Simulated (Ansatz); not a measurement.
# BN: excitons and shallow donors from band masses and screening

All numbers below come from Ansatz, DFT r2SCAN, scalar-relativistic, plane waves, PAW.

Plane waves to 500 eV, a k mesh through Γ of 12×12×6 on the computed 4-atom cell and Gaussian smearing (0.02 eV); no spin polarisation.

Relaxed cell: P6_3mc, a = 2.544 Å, b = 2.544 Å, c = 4.208 Å, α = 90.00°, β = 90.00°, γ = 120.00°, 4 atoms in the primitive cell. This wurtzite form isn't the usual stable structure of the compound.

The calculation gives a Kohn–Sham gap of 5.75 eV, an electron mass of 0.405 mₑ and a hole mass of 0.665 mₑ (harmonic means over x, y, z and over the bands degenerate at each edge), and ε∞ = 4.43 (independent particles, mean of the diagonal). Masses and screening differ among the axes, which the isotropic model averages.

Question: Estimate the binding energy and radius of a Wannier–Mott exciton and of a shallow donor, and say whether the hydrogenic model can hold.

Answer: The reduced mass is μ = mₙmₕ/(mₙ + mₕ) = 0.252 mₑ, with mₙ and mₕ the band masses. With E_b = 13.606 eV × μ/ε² and a = 0.529 Å × ε/μ (μ in mₑ) the exciton has E_b = 175 meV and a = 9.3 Å. For a donor μ is the electron mass: 281 meV and 5.8 Å. The exciton's radius is 4 times the shortest lattice vector (2.54 Å), so the continuum picture is reasonable. In a polar crystal the ions screen too, so a state bound more weakly than an optical phonon feels the larger static constant, which lowers the energy and widens the orbit. The other way, the small Kohn–Sham gap and the missing local fields make ε∞ too large and the masses tend to be too light, which underbinds. The edges lie at different points of the zone, so the exciton is indirect.

Cost: 4 runs of about 1.3 core-minutes in all, on Intel Xeon 6975P-C (Granite Rapids) (shared hosts).